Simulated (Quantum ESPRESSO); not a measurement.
Band energies of LiBH4

```
LiBH4
1.0
    4.20278     0.00000     0.00000
   -2.10139     3.63971     0.00000
    0.00000     0.00000     7.42012
H Li B
8 2 2
Direct
  0.33333   0.66667   0.37128
  0.66667   0.33333   0.87128
  0.17516   0.35032   0.59138
  0.82484   0.17516   0.09138
  0.64968   0.82484   0.59138
  0.82484   0.64968   0.09138
  0.17516   0.82484   0.59138
  0.35032   0.17516   0.09138
  0.33333   0.66667   0.11395
  0.66667   0.33333   0.61395
  0.33333   0.66667   0.53560
  0.66667   0.33333   0.03560
```

PBEsol (Quantum ESPRESSO, PseudoDojo norm-conserving, 76 Ry, scalar-relativistic); path ΓMKΓALHA,LM,KH; energies in eV from the valence-band maximum.

| k (1/Å) | point | band 6 | band 7 | band 8 | band 9 | band 10 | band 11 | band 12 | band 13 |
|---|---|---|---|---|---|---|---|---|---|
| 0.00 | Γ | -0.23 | -0.02 | -0.02 | 0.00 | 0.00 | 6.74 | 7.46 | 8.12 |
| 0.22 |  | -0.45 | -0.27 | -0.15 | -0.14 | -0.04 | 6.94 | 7.53 | 8.11 |
| 0.43 |  | -1.15 | -0.83 | -0.36 | -0.23 | -0.18 | 7.05 | 7.50 | 7.84 |
| 0.86 | M | -2.02 | -1.04 | -0.61 | -0.40 | -0.38 | 6.64 | 7.13 | 8.25 |
| 1.11 |  | -2.00 | -1.02 | -0.67 | -0.63 | -0.38 | 6.96 | 7.66 | 8.37 |
| 1.36 | K | -1.99 | -0.95 | -0.95 | -0.52 | -0.52 | 7.33 | 8.20 | 8.20 |
| 1.56 |  | -1.95 | -1.00 | -0.79 | -0.62 | -0.37 | 7.19 | 8.06 | 8.52 |
| 1.76 |  | -1.71 | -1.02 | -0.56 | -0.50 | -0.24 | 7.16 | 7.83 | 8.19 |
| 1.96 |  | -1.02 | -0.75 | -0.31 | -0.26 | -0.17 | 7.32 | 7.35 | 8.14 |
| 2.36 | Γ | -0.23 | -0.02 | -0.02 | 0.00 | 0.00 | 6.74 | 7.46 | 8.12 |
| 2.57 |  | -0.49 | -0.02 | -0.02 | 0.00 | 0.00 | 6.96 | 7.44 | 8.14 |
| 2.78 | A | -1.09 | -0.01 | -0.01 | -0.01 | -0.01 | 7.32 | 7.32 | 8.27 |
| 2.95 |  | -1.09 | -0.19 | -0.19 | -0.06 | -0.06 | 7.36 | 7.36 | 8.15 |
| 3.13 |  | -1.19 | -0.53 | -0.53 | -0.19 | -0.19 | 7.25 | 7.25 | 8.22 |
| 3.30 |  | -1.56 | -0.66 | -0.66 | -0.34 | -0.34 | 7.03 | 7.03 | 8.31 |
| 3.64 | L | -2.15 | -0.62 | -0.62 | -0.50 | -0.50 | 6.79 | 6.79 | 8.33 |
| 3.81 |  | -2.15 | -0.81 | -0.81 | -0.40 | -0.40 | 6.96 | 6.96 | 8.49 |
| 4.14 | H | -2.18 | -1.12 | -1.12 | -0.31 | -0.31 | 7.60 | 7.60 | 8.37 |
| 4.29 |  | -2.13 | -1.07 | -1.07 | -0.32 | -0.32 | 7.44 | 7.44 | 8.57 |
| 4.43 |  | -1.95 | -0.94 | -0.94 | -0.34 | -0.34 | 7.26 | 7.26 | 8.74 |
| 4.71 |  | -1.31 | -0.67 | -0.67 | -0.26 | -0.26 | 7.26 | 7.26 | 8.35 |
| 4.85 |  | -1.13 | -0.42 | -0.42 | -0.14 | -0.14 | 7.35 | 7.35 | 8.17 |
| 5.14 | A | -1.09 | -0.01 | -0.01 | -0.01 | -0.01 | 7.32 | 7.32 | 8.27 |
| 5.14 | L | -2.15 | -0.62 | -0.62 | -0.50 | -0.50 | 6.79 | 6.79 | 8.33 |
| 5.35 |  | -2.07 | -0.89 | -0.58 | -0.44 | -0.41 | 6.60 | 7.08 | 8.46 |
| 5.56 | M | -2.02 | -1.04 | -0.61 | -0.40 | -0.38 | 6.64 | 7.13 | 8.25 |
| 5.56 | K | -1.99 | -0.95 | -0.95 | -0.52 | -0.52 | 7.33 | 8.20 | 8.20 |
| 5.70 |  | -2.02 | -1.01 | -1.01 | -0.46 | -0.46 | 7.46 | 8.00 | 8.00 |
| 5.99 | H | -2.18 | -1.12 | -1.12 | -0.31 | -0.31 | 7.60 | 7.60 | 8.37 |

The PBEsol gap is indirect, 6.60 eV, from Γ to 50 % of the way from L to M; the smallest direct gap is 6.74 eV. Another valence extremum on the path lies within 0.02 eV, too close to call.

Geometry of the Materials Project entry, not relaxed at this level.

The structure is a Materials Project entry; no match was found in the copy of COD used, and its stability was not checked.
